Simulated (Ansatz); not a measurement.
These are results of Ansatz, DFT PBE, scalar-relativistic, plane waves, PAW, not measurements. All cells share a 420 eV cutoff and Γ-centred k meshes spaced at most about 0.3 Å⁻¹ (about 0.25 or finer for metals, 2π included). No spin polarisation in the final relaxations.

All energies are static (0 K, no zero-point motion).

Two relaxed structures of Si₄O:

A.

Space group I4/mmm (No. 139). a = 4.003 Å, b = 4.003 Å, c = 9.433 Å, α = 90.00°, β = 90.00°, γ = 90.00°
```
atom  site  symmetry       x       y       z
  Si    4e       4mm  0.5000  0.5000  0.1573
  Si    4c      mmm.  0.0000  0.5000  0.0000
   O    2a     4/mmm  0.0000  0.0000  0.0000
```

B.

Space group P-3m1 (No. 164). a = 2.696 Å, b = 2.696 Å, c = 10.307 Å, α = 90.00°, β = 90.00°, γ = 120.00°
```
atom  site  symmetry       x       y       z
  Si    2d       3m.  0.3333  0.6667  0.8490
  Si    2d       3m.  0.3333  0.6667  0.3928
   O    1a      -3m.  0.0000  0.0000  0.0000
```

Task: Which would you expect to be lower, and how large is the difference?

Result: A is lower, by 130 meV/atom. A has space group I4/mmm (No. 139), 15.1 Å³/atom and no gap on its mesh; B has space group P-3m1 (No. 164), 13.0 Å³/atom and no gap. Counting Si atoms around O (those within 1.25 times the shortest such distance or 1.15 times the sum of covalent radii, 1.27 where that leaves under three; the shortest distance is added where it exceeds 1.18 times the sum of covalent radii), A has O 4 and B has O 6 from 2.2 Å. A holds Si–Si nets (shortest 2.49 Å); in B the shortest Si–Si distance is 2.70 Å, near bonding range too. In A, Si on a site of symmetry 4mm is surrounded by 4 Si at 2.49 Å; Si on a site of symmetry mmm has 2 O at 2.00 Å and 4 Si at 2.49 Å; O has 4 Si at 2.00 Å. In B, Si on its first site has 3 O at 2.20 Å, 6 Si at 2.70 Å and 3 Si at 2.94 Å; Si on its second site has 9 Si at 2.70 Å and 3 Si at 2.94 Å; O is surrounded by 6 Si at 2.20 Å and 6 O at 2.70 Å. Both come from invented guesses.

No dispersion correction is applied, so the spacing and binding between layers, chains or molecules are poorly described (I4/mmm, P-3m1), and this can change margins and order among such cells. Cells relaxed within their symmetry can be saddle points.
